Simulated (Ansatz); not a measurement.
WSi$_{2}$ (MoSi2 type, space group I4/mmm)

```
CELL_PARAMETERS angstrom
     -1.60147     1.60147     3.90823
      1.60147    -1.60147     3.90823
      1.60147     1.60147    -3.90823
ATOMIC_POSITIONS crystal
  W  0.00000 0.00000 0.00000
  Si 0.33452 0.33452 0.00000
  Si 0.66548 0.66548 0.00000
```

Two coordinates are scanned: the volume, and the ratio of the stretch along z (the conventional c axis) to the stretch across it. Atoms keep their fractional coordinates.

These are PBEsol (plane waves to 420 eV, PAW, scalar-relativistic; Ansatz, a first-principles code) values and carry that method's errors. k mesh 20×20×20 (Γ-centred), Fermi-Dirac smearing 0.05 eV. Stress and pressure are positive under compression. As the atoms are clamped, bonds stretch with the cell, which overstates energies and stresses. With partly filled bands, the response to shear is sensitive to the k mesh, so small differences along c/a are uncertain. Spin-orbit coupling is left out, though W is heavy. The PAW data are Ansatz's earlier set. WSi2 is run without spin polarisation. WSi2 was relaxed with its symmetry unable to fall.

At one point of the scan the stress tensor (GPa) is:

```
   16.3      0.0      0.0
    0.0     16.3      0.0
    0.0      0.0     43.1
```

Question: Which point is it?
A) V/V₀ = 0.920, (c/a)/(c/a)₀ = 0.920
B) V/V₀ = 0.920, (c/a)/(c/a)₀ = 0.960
C) V/V₀ = 0.947, (c/a)/(c/a)₀ = 0.960
D) V/V₀ = 1.000, (c/a)/(c/a)₀ = 0.920

Answer: B, V/V₀ = 0.920, (c/a)/(c/a)₀ = 0.960

(Under strain, the slope of the energy per volume gives the stress and its curvature an elastic modulus.)
